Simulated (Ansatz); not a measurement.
Computed scan of one atom of the cell: CdS (wurtzite)

Starting cell, CdS (wurtzite):

```xyz
4
Lattice="4.1636 0.0000 0.0000 -2.0818 3.6057 0.0000 0.0000 0.0000 6.7672" Properties=species:S:1:pos:R:3 pbc="T T T"
Cd     2.0818     1.2019     0.0067
Cd     0.0000     2.4038     3.3903
S      2.0818     1.2019     4.2242
S      0.0000     2.4038     0.8406
```

Scan: atom 4 (S, nearest neighbour Cd at 2.544 Å; its periodic images, 4.2 Å or more away, move with it) is displaced along Cartesian z, direction (0.000, 0.000, 1.000) in Cartesian axes, by s. The other atoms stay.

Calculation: r2SCAN (plane waves to 500 eV, PAW, scalar-relativistic; Ansatz, a program for electronic structure). k mesh 7×7×4 (Γ-centred), Fermi-Dirac smearing 0.05 eV. The energy includes the smearing's −TS. Stress and pressure are positive under compression. Left out: 1 of 11 points, with atoms too close for the PAW data. F∥ is the force on the atom along that direction. CdS was relaxed with its symmetry unable to fall. The zero of ΔE is the undisplaced structure.

```json
[
 {"s (Å)": "-0.760", "ΔE (eV/cell)": "0.975", "P (GPa)": "3.1", "F∥ (eV/Å)": "1.605"},
 {"s (Å)": "-0.608", "ΔE (eV/cell)": "0.726", "P (GPa)": "2.4", "F∥ (eV/Å)": "1.656"},
 {"s (Å)": "-0.456", "ΔE (eV/cell)": "0.476", "P (GPa)": "1.7", "F∥ (eV/Å)": "1.607"},
 {"s (Å)": "-0.304", "ΔE (eV/cell)": "0.247", "P (GPa)": "0.9", "F∥ (eV/Å)": "1.375"},
 {"s (Å)": "-0.152", "ΔE (eV/cell)": "0.072", "P (GPa)": "0.3", "F∥ (eV/Å)": "0.875"},
 {"s (Å)": "0.000", "ΔE (eV/cell)": "0.000", "P (GPa)": "0.0", "F∥ (eV/Å)": "-0.003"},
 {"s (Å)": "0.152", "ΔE (eV/cell)": "0.101", "P (GPa)": "0.4", "F∥ (eV/Å)": "-1.433"},
 {"s (Å)": "0.304", "ΔE (eV/cell)": "0.479", "P (GPa)": "1.7", "F∥ (eV/Å)": "-3.730"},
 {"s (Å)": "0.456", "ΔE (eV/cell)": "1.307", "P (GPa)": "4.6", "F∥ (eV/Å)": "-7.463"},
 {"s (Å)": "0.608", "ΔE (eV/cell)": "2.869", "P (GPa)": "9.8", "F∥ (eV/Å)": "-13.611"}
]
```

Summary:

| Item | Value |
|---|---|
| Energy at s = 0.608 Å | 2869 meV/cell |
| Force along the line at s = -0.760 Å | 1.60 eV/Å |
| Symmetry of the curve | not even: the positive side lies higher at ±0.608 Å |
| Shape of the curve | a single well with its minimum at or next to zero displacement |
| Force constant k = d²E/ds² at s = 0 (finite differences) | 7.32 eV/Å² |
| Harmonic estimate at the end of the scan | ½ks² = 1353 meV/cell against the computed 2869 meV/cell, so the well is stiffer than harmonic there |

(A displaced cell: forces are minus the slopes of the energy, force constants its curvatures, and phonons follow from these.)
